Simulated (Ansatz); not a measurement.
**Band table of RbCd (CsCl type)**

```yaml
crystal:
  lattice:
    - [4.56836, 0.00000, 0.00000]
    - [0.00000, 4.56836, 0.00000]
    - [0.00000, 0.00000, 4.56836]
  atoms:
    - { symbol: Rb, position: [0.00000, 0.00000, 0.00000] }
    - { symbol: Cd, position: [0.50000, 0.50000, 0.50000] }
```

The cell comes from a relaxation on PAW files under the same functional, begun from a prototype that needn't be the stable phase.

Level of theory: DFT with PBE, scalar-relativistic, in Ansatz 0.2.0; a Γ-centred 9×9×9 k mesh, Fermi–Dirac smearing of 0.05 eV, no spin polarisation. LAPW: all electrons, basis error target 0.5 meV/atom.

Path points, in fractions of the reciprocal vectors: Γ (0.000, 0.000, 0.000), X (0.000, 0.500, 0.000), M (0.500, 0.500, 0.000), R (0.500, 0.500, 0.500). The distance column jumps between branches of the path. Levels in eV from the Fermi level; bands 11 to 22, counted from the lowest band of the run. The gap is zero, the pressure -0.03 GPa.

```
# k(1/Å) point b11 b12 b13 b14 b15 b16 b17 b18 b19 b20 b21 b22
0.000 Γ -12.32 -12.32 -12.32 -8.90 -8.90 -8.86 -8.86 -8.86 -4.61 2.56 2.56 3.09
0.098 - -12.32 -12.32 -12.32 -8.90 -8.90 -8.86 -8.86 -8.86 -4.57 2.15 2.58 3.07
0.196 - -12.35 -12.31 -12.31 -8.90 -8.89 -8.86 -8.86 -8.86 -4.45 1.43 2.65 3.01
0.295 - -12.38 -12.31 -12.31 -8.90 -8.88 -8.86 -8.86 -8.86 -4.26 0.68 2.76 2.93
0.393 - -12.41 -12.31 -12.31 -8.90 -8.87 -8.86 -8.86 -8.86 -4.01 -0.03 2.85 2.85
0.491 - -12.45 -12.31 -12.31 -8.90 -8.86 -8.86 -8.86 -8.86 -3.74 -0.64 2.77 2.77
0.589 - -12.47 -12.31 -12.31 -8.90 -8.86 -8.86 -8.86 -8.85 -3.49 -1.09 2.71 2.71
0.688 X -12.47 -12.30 -12.30 -8.90 -8.86 -8.86 -8.86 -8.85 -3.37 -1.27 2.69 2.69
0.786 - -12.47 -12.31 -12.30 -8.90 -8.87 -8.86 -8.86 -8.85 -3.36 -1.22 2.50 2.73
0.884 - -12.47 -12.33 -12.30 -8.89 -8.87 -8.87 -8.86 -8.84 -3.31 -1.07 2.05 2.85
0.982 - -12.46 -12.36 -12.30 -8.88 -8.88 -8.87 -8.86 -8.84 -3.24 -0.84 1.53 3.05
1.081 - -12.46 -12.39 -12.29 -8.89 -8.88 -8.87 -8.87 -8.83 -3.15 -0.53 1.05 2.89
1.179 - -12.45 -12.42 -12.29 -8.89 -8.88 -8.87 -8.87 -8.83 -3.06 -0.18 0.66 2.48
1.277 - -12.44 -12.44 -12.29 -8.90 -8.87 -8.87 -8.87 -8.82 -2.99 0.15 0.40 2.08
1.375 M -12.44 -12.44 -12.29 -8.90 -8.87 -8.87 -8.87 -8.82 -2.96 0.31 0.31 1.90
1.514 - -12.44 -12.44 -12.29 -8.89 -8.87 -8.87 -8.87 -8.82 -3.02 0.15 0.36 2.24
1.653 - -12.43 -12.42 -12.29 -8.89 -8.88 -8.87 -8.87 -8.83 -3.23 0.03 0.52 2.90
1.792 - -12.40 -12.39 -12.30 -8.88 -8.88 -8.87 -8.86 -8.85 -3.57 0.23 0.78 3.14
1.931 - -12.38 -12.37 -12.31 -8.89 -8.87 -8.87 -8.86 -8.86 -3.96 0.73 1.14 3.01
2.070 - -12.35 -12.34 -12.31 -8.90 -8.89 -8.86 -8.86 -8.86 -4.30 1.44 1.60 3.00
2.209 - -12.32 -12.32 -12.31 -8.90 -8.90 -8.86 -8.86 -8.86 -4.53 2.13 2.22 2.95
2.348 Γ -12.32 -12.32 -12.32 -8.90 -8.90 -8.86 -8.86 -8.86 -4.61 2.56 2.56 3.09
2.518 - -12.32 -12.32 -12.32 -8.90 -8.90 -8.86 -8.86 -8.86 -4.49 2.14 2.14 2.40
2.688 - -12.35 -12.34 -12.34 -8.89 -8.89 -8.86 -8.86 -8.86 -4.16 1.57 1.65 1.65
2.858 - -12.37 -12.36 -12.36 -8.87 -8.87 -8.87 -8.87 -8.87 -3.69 1.10 1.21 1.21
3.029 - -12.39 -12.39 -12.39 -8.88 -8.87 -8.87 -8.85 -8.85 -3.17 0.80 0.80 1.00
3.199 - -12.41 -12.41 -12.41 -8.88 -8.87 -8.87 -8.83 -8.83 -2.67 0.46 0.46 0.96
3.369 - -12.42 -12.42 -12.42 -8.88 -8.87 -8.87 -8.82 -8.82 -2.19 0.22 0.22 0.49
3.539 R -12.43 -12.43 -12.43 -8.87 -8.87 -8.87 -8.82 -8.82 -1.93 0.13 0.13 0.13
3.678 - -12.43 -12.42 -12.42 -8.88 -8.87 -8.87 -8.82 -8.82 -2.11 0.14 0.21 0.41
3.817 - -12.43 -12.41 -12.41 -8.88 -8.87 -8.87 -8.83 -8.82 -2.46 0.11 0.44 1.02
3.956 - -12.44 -12.38 -12.38 -8.89 -8.87 -8.87 -8.85 -8.83 -2.80 -0.11 0.81 1.68
4.095 - -12.45 -12.35 -12.35 -8.88 -8.87 -8.87 -8.87 -8.83 -3.07 -0.49 1.31 2.19
4.234 - -12.46 -12.33 -12.33 -8.88 -8.88 -8.87 -8.86 -8.84 -3.24 -0.89 1.88 2.49
4.373 - -12.47 -12.31 -12.31 -8.89 -8.87 -8.86 -8.86 -8.84 -3.34 -1.17 2.43 2.65
4.512 X -12.47 -12.30 -12.30 -8.90 -8.86 -8.86 -8.86 -8.85 -3.37 -1.27 2.69 2.69
5.484 R -12.43 -12.43 -12.43 -8.87 -8.87 -8.87 -8.82 -8.82 -1.93 0.13 0.13 0.13
5.582 - -12.43 -12.43 -12.42 -8.87 -8.87 -8.87 -8.82 -8.82 -2.02 0.14 0.14 0.31
5.681 - -12.43 -12.43 -12.40 -8.88 -8.87 -8.87 -8.83 -8.82 -2.24 0.17 0.17 0.76
5.779 - -12.43 -12.43 -12.37 -8.88 -8.87 -8.87 -8.84 -8.82 -2.48 0.20 0.20 1.38
5.877 - -12.44 -12.44 -12.34 -8.89 -8.87 -8.87 -8.85 -8.82 -2.68 0.24 0.24 2.12
5.975 - -12.44 -12.44 -12.31 -8.89 -8.87 -8.87 -8.86 -8.82 -2.83 0.28 0.28 2.18
6.074 - -12.44 -12.44 -12.29 -8.90 -8.87 -8.87 -8.87 -8.82 -2.93 0.30 0.30 1.97
6.172 M -12.44 -12.44 -12.29 -8.90 -8.87 -8.87 -8.87 -8.82 -2.96 0.31 0.31 1.90
```
